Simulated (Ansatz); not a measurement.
Values for one crystal, relaxed and computed with DFT-PBEsol in the program Ansatz with PAW potentials; other levels are named.

| Item | Result |
|---|---|
| Volume per atom | 11.38 Å³ |
| Band gap | 1.70 eV (direct) |
| Electron effective mass | 0.15 mₑ (isotropic) |
| Mechanical stability | stable (all eigenvalues of C positive) |
| Elastic constants (relaxed ions, GPa) | C11 = 270, C12 = 147, C44 = 152 |
| Bulk modulus (Birch–Murnaghan fit) | 188 GPa |
| HSE06 gap on the PBEsol cell | 3.00 eV |

Problem. Pick the material that matches.
A) GaN, zinc blende
B) ZnS, zinc blende
C) BaGaHO2, P4/mmm (Ba on 1d, Ga on 1a, O on 2f, H on 1b)
D) ZnInGaO4, R3m (Pearson symbol hR7)

Solution. A, GaN, zinc blende

Space group F-43m (zinc blende). The cell was relaxed with PBEsol under the symmetry of its start. Scalar-relativistic: spin–orbit coupling is off unless named, which matters more the heavier the elements.

Potentials: the earlier of the program's two PAW sets. The files were generated under PBE; for other functionals the program regenerates the frozen cores, and for LDA and PBEsol the local potential too.
